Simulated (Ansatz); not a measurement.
SiO2 in space group P3_121 (No. 152; Si on 3a, O on 6c), plane-wave PAW PBEsol (Ansatz code). The conduction-band minimum lies at Γ, with 1 equivalent valley. Second derivatives d²E/dk² of the lowest band at one valley (eV·Å²), along Cartesian directions:

```
direction  d²E/dk²
---------  -------
[100]        15.22
[010]        15.22
[001]        15.63
[110]        15.22
[101]        15.42
[011]        15.42
```

**Question.** Find the principal effective masses, the density-of-states mass and the conductivity mass.

**Answer.** Off-diagonal terms follow from H_xy = H[110] − (H_xx + H_yy)/2, and m*/mₑ = 7.620 eV·Å² over each eigenvalue: 0.49, 0.50, 0.50. One valley's DOS mass (m₁m₂m₃)^(1/3) = 0.50, conductivity mass 3/(Σ 1/mᵢ) = 0.50 mₑ.

**Question.** What effective density of states Nc follows at 300 K for parabolic valleys?

**Answer.** Nc = 2.509e19 × 1 × (0.50)^(3/2) ≈ 8.9e18 cm⁻³.

The cell was relaxed with PBEsol under the symmetry of its start.

Potentials: the earlier of the program's two PAW sets. The files were generated under PBE; for other functionals the program regenerates the frozen cores, and for LDA and PBEsol the local potential too.

Edges and masses are those of Kohn–Sham bands, whose gap is no quasiparticle gap.
